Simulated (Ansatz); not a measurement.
Relaxed-ion elastic tensor of SiRh in space group Pnma (No. 62; Si on 4c, Rh on 4c) in GPa (Voigt order), PBEsol (plane waves, PAW; program Ansatz); density 8.06 g/cm³, 13.50 Å³ per atom.

```
422  150  165  0.0  0.0  0.0
150  227  176  0.0  0.0  0.0
165  176  378  0.0  0.0  0.0
0.0  0.0  0.0  118  0.0  0.0
0.0  0.0  0.0  0.0  123  0.0
0.0  0.0  0.0  0.0  0.0  105
```

Task: Is the crystal mechanically stable?

Result: Yes: the smallest eigenvalue of C is 105 GPa.

Task: Work out the Voigt, Reuss and Hill averages.

Result: K_V = 223, K_R = 205, K_H = 214; G_V = 105, G_R = 94.0, G_H = 99.4 GPa.

Task: Give Young's modulus, Poisson's ratio, Pugh's ratio and the universal anisotropy index.

Result: E = 9KG/(3K + G) = 258 GPa; ν = 0.30; K/G = 2.15 (ductile by the Pugh limit of 1.75); A_U = 5G_V/G_R + K_V/K_R − 6 = 0.67.

Task: Estimate the sound speeds and the Debye temperature.

Result: v_l = √((K + 4G/3)/ρ) = 6560 m/s, v_t = √(G/ρ) = 3510 m/s, mean 3920 m/s; Θ = (h/k)(3n/4πV)^(1/3) v_m = 491 K.

Task: How much does each axis shrink under pressure?

Result: Linear compressibilities β_i = Σ_j S_ij (j = 1 to 3): x 0.94, y 3.2, z 0.74 per TPa.

The workflow started from a Materials Project entry (that database holds measured and hypothetical structures alike); the Crystallography Open Database copy checked does not list it. COD files the formula under space group No. 14, so this cell is another polymorph or a model. Its standing as an ambient phase is unchecked. The PBEsol relaxation kept the symmetry of its start; of distortions, only those at the zone centre were tested. The run is not spin-polarised. As this level gives no gap, shear constants depend on the k-mesh and smearing (Fermi–Dirac, 0.1 eV here). On the denser mesh and wider smearing of the elastic run this cell carries a stress of 0.3 GPa.

Potentials: the earlier of the program's two PAW sets.
